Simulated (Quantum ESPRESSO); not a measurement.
## Zr2TaO5F3 (a curve over one atom's position)

Computed values, not a measurement. The program is pw.x of Quantum ESPRESSO 7.5 (plane-wave density functional theory). The cell is made up: 11 atoms on a fluorite lattice with one site empty, with randomly drawn elements, strain and displacements, not relaxed. PseudoDojo standard norm-conserving files (v0.5 for PBE, v0.4.1 for LDA and PBEsol) set the functional; there is no spin polarisation, spin-orbit coupling or dispersion term, and the masses in the input are unused placeholders.

Seven runs move atom 9 (O, counted in the order of the input) along y and keep all else fixed.

Input of the run at -0.0211:

```
&control calculation='scf', pseudo_dir='./dojo.nc.sr.pbe.v0_5.standard.upf', outdir='./o', disk_io='medium', tprnfor=.true., tstress=.true. /
&system ibrav=0, nat=11, ntyp=4, nbnd=50, ecutwfc=84.00895049, nosym=.true., tot_charge=0,
 occupations='smearing', smearing='fd', degauss=0.0018374661
/
&electrons conv_thr=7.350e-09, electron_maxstep=60, /
ATOMIC_SPECIES
F 1.0 F.upf
O 1.0 O.upf
Ta 1.0 Ta.upf
Zr 1.0 Zr.upf
CELL_PARAMETERS angstrom
5.2501 -0.0582 0.0333
-0.0582 5.2036 0.0151
0.0333 0.0151 5.2196
ATOMIC_POSITIONS angstrom
Zr -0.0426 -0.0211 0.0576
Zr 2.759 -0.0864 2.6348
Ta 2.6102 2.5896 0.0847
O 1.2716 1.2677 1.2731
O 1.3573 1.2792 4.0032
O 1.1429 3.8694 1.3029
F 1.3318 3.9162 3.9771
O 4.0282 1.2637 1.3724
O 4.035 1.2964 3.9556
F 4.0013 3.8527 1.3386
F 3.9011 3.9337 3.8867
K_POINTS automatic
4 4 4 1 1 1
```

```
shift of atom 9 along y (Å)  free energy less that of the input shown (eV)  Fx on atom 9 (eV/Å)  Fy on atom 9 (eV/Å)  Fz on atom 9 (eV/Å)  pressure (GPa)  next band up at Gamma (eV)  iterations
                    -0.0996                                        -0.0387               -2.035               -0.384                1.254          -17.59                       0.540          17
                    -0.0782                                        -0.0298               -2.065               -0.447                1.309          -17.72                       0.547          17
                    -0.0660                                        -0.0241               -2.083               -0.480                1.340          -17.79                       0.552          19
                    -0.0403                                        -0.0109               -2.121               -0.547                1.407          -17.92                       0.565          17
                    -0.0211                                         0.0000               -2.149               -0.591                1.456          -18.01                       0.576          19
                    +0.1007                                         0.0856               -2.343               -0.802                1.770          -18.41                       0.679          19
                    +0.1255                                         0.1060               -2.383               -0.842                1.833          -18.45                       0.705          19
```

A cubic fit gives dFy/dy = -1.98 eV/Å² at zero shift. Across the table the free energy follows the integral of the force to within 0.3 meV. A rerun of one of the cells at a cutoff of 1467 eV and k mesh 6 x 6 x 6 moved values by no more than 0.002 eV in energy, 0.04 GPa in stress and 0.007 eV/Å in force. The band column is the level of band 45 at Gamma less that of band 44, whose number is half the electron count, rounded up; it comes from a band step after each run.